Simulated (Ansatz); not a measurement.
Input, command and steps of an Ansatz relaxation.

```yaml
crystal:
  lattice:
    - [-5.4940680725, 5.3964922277, -2.8876145863]
    - [-5.2809411146, -2.5642299923, 5.7272651357]
    - [2.6021186936, 5.1914103992, 5.7353102653]
  atoms:
    - { symbol: Ca, position: [0.0398463232, 0.0148561759, 0.3067474753] }
    - { symbol: Ca, position: [0.4878128917, 0.4928446862, 0.919194058] }
    - { symbol: Ca, position: [0.6598605827, 0.0772738572, 0.0374460706] }
    - { symbol: Ca, position: [0.6406631065, 0.0062804555, 0.5180640662] }
    - { symbol: Ca, position: [0.9454829621, 0.3987069052, 0.4272716354] }
    - { symbol: Ca, position: [0.2248141245, 0.7150888507, 0.5802987901] }
    - { symbol: Ca, position: [0.3271611115, 0.253316589, 0.5892297824] }
    - { symbol: Ca, position: [0.8437565933, 0.7419427313, 0.8479702882] }
    - { symbol: Ca, position: [0.0450657755, 0.3582160574, 0.9662812632] }
    - { symbol: Ca, position: [0.2549544997, 0.9126912978, 0.9504249619] }
    - { symbol: Ti, position: [0.6639450956, 0.6795655118, 0.231332125] }
    - { symbol: Ti, position: [0.3416362391, 0.5421371728, 0.2602552802] }
    - { symbol: Ti, position: [0.5810441755, 0.5736121303, 0.5108380784] }
    - { symbol: Zn, position: [0.0331581735, 0.6824225937, 0.1898843611] }
    - { symbol: Zn, position: [0.3397744731, 0.207013797, 0.1973720174] }
    - { symbol: Zn, position: [0.6088250705, 0.348080994, 0.2882085059] }
    - { symbol: Zn, position: [0.3999170556, 0.866009969, 0.2803054676] }
    - { symbol: Zn, position: [0.976674508, 0.092825624, 0.7051939597] }
    - { symbol: Zn, position: [0.8659138614, 0.7382337875, 0.480209669] }
    - { symbol: Zn, position: [0.7270553037, 0.3118211981, 0.7127032245] }
  symmetry: { detect: false }
basis:
  ecutwfc: 420
kpoints:
  mp_grid: { grid: [3, 3, 3] }
hamiltonian:
  xc: pbe
scf:
  occupations: { method: gaussian, width: 0.1 }
  lower_state_search: "off"
output:
  forces: true
  stress: true
  eigenvalues: true
relax:
  adjacent_minimum: "off"
  f_tol: 0.04
  max_steps: 25
  cell: { stress_tol: 0.3 }
```

```bash
ansatz run input.yaml --threads 4 --pin off --max-ram 9216MiB --backend cpu --events-out ev --progress --plain --runs-dir out
```

These are results of Ansatz 0.2.0, DFT PBE, scalar-relativistic, plane waves, PAW, not measurements.

Of 3 frames 2 are shown, positions in Å and forces in eV/Å; the SCF threshold varies from step to step. Steps run on the plane waves of an earlier cell, with a Pulay correction in the pressure. The basis is chosen afresh for the last frame, the zero of the energies, and at times for earlier ones too; energy and pressure can step there, also at an unchanged geometry. Where two frames share a geometry here, they differ by under 2 meV/atom and 0.3 GPa.

```xyz
20
Lattice="-5.4941 5.3965 -2.8876 -5.2809 -2.5642 5.7273 2.6021 5.1914 5.7353" Properties=species:S:1:pos:R:3:forces:R:3 pbc="T T T" step=1 free_energy_over_end_meV_per_atom=0.43 pressure_GPa=-0.01
Ca    0.5008    1.7694    1.7293   -0.0351    0.0335    0.0098
Ca   -2.8909    6.1406    6.6859   -0.0253    0.0230    0.0315
Ca   -3.9360    3.5572   -1.2481   -0.0002   -0.0354    0.0209
Ca   -2.2049    6.1307    1.1572   -0.0221   -0.0152   -0.0050
Ca   -6.1883    6.2981    2.0038    0.0152   -0.0203   -0.0036
Ca   -3.5015    2.3921    6.7745   -0.0037   -0.0081    0.0273
Ca   -1.6019    4.1749    3.8855   -0.0370    0.0077   -0.0229
Ca   -6.3473    7.0530    6.6762    0.0098   -0.0056   -0.0388
Ca    0.3751    4.3410    7.4634   -0.0170    0.0086    0.0364
Ca   -3.7475    3.9696    9.9420   -0.0068    0.0378   -0.0156
Ti   -6.6346    3.0414    3.3016   -0.0035   -0.0184   -0.0312
Ti   -4.0628    1.8046    3.6111    0.0195    0.0230   -0.0092
Ti   -4.8922    4.3167    4.5372    0.0063    0.0386   -0.0077
Zn   -3.2919   -0.5852    4.9017   -0.0080    0.0212   -0.0300
Zn   -2.4464    2.3274    1.3365    0.0379    0.0452    0.0092
Zn   -4.4332    3.8892    1.8885   -0.0055   -0.0138    0.0513
Zn   -6.0411    1.3927    5.4127    0.0034   -0.0256   -0.0119
Zn   -4.0211    8.6935    1.7559    0.0449   -0.0086   -0.0448
Zn   -7.4064    5.2729    4.4818    0.0266   -0.0344    0.0382
Zn   -3.7867    6.8239    3.7740    0.0006   -0.0534   -0.0039
20
Lattice="-5.5140 5.4024 -2.9006 -5.2734 -2.5525 5.7294 2.5982 5.1717 5.7392" Properties=species:S:1:pos:R:3:forces:R:3 pbc="T T T" step=3 free_energy_over_end_meV_per_atom=0.00 pressure_GPa=0.01
Ca    0.4885    1.7758    1.7296   -0.0075    0.0016   -0.0012
Ca   -2.9097    6.1366    6.6946   -0.0036    0.0019    0.0095
Ca   -3.9500    3.5475   -1.2471   -0.0090   -0.0037   -0.0060
Ca   -2.2286    6.1135    1.1465   -0.0079   -0.0125   -0.0001
Ca   -6.2001    6.2924    1.9947   -0.0007   -0.0012    0.0047
Ca   -3.5005    2.3876    6.7829    0.0083   -0.0049   -0.0089
Ca   -1.6128    4.1758    3.8849   -0.0165    0.0036    0.0038
Ca   -6.3552    7.0495    6.6562   -0.0091   -0.0038    0.0011
Ca    0.3696    4.3305    7.4680   -0.0160    0.0145    0.0079
Ca   -3.7515    3.9722    9.9338    0.0081    0.0129    0.0014
Ti   -6.6456    3.0411    3.2921    0.0092   -0.0253   -0.0113
Ti   -4.0589    1.8147    3.6103   -0.0002   -0.0038   -0.0060
Ti   -4.9054    4.3175    4.5370    0.0049    0.0260    0.0191
Zn   -3.2912   -0.5750    4.8986   -0.0096    0.0161   -0.0150
Zn   -2.4449    2.3446    1.3364    0.0153    0.0328   -0.0096
Zn   -4.4423    3.8900    1.8967    0.0064   -0.0073    0.0224
Zn   -6.0394    1.4011    5.4054    0.0082   -0.0023    0.0008
Zn   -4.0288    8.6828    1.7367    0.0158    0.0044   -0.0348
Zn   -7.4202    5.2652    4.4777   -0.0001   -0.0150    0.0127
Zn   -3.8020    6.8084    3.7636    0.0040   -0.0341    0.0094
```

It took 41 s on 4 threads of AMD EPYC 9R45 96-Core Processor (Zen 5), with other jobs on the host, peak memory 2.1 GiB.

The k mesh is coarse. Spin polarisation was left out, and a magnetic state may lie lower.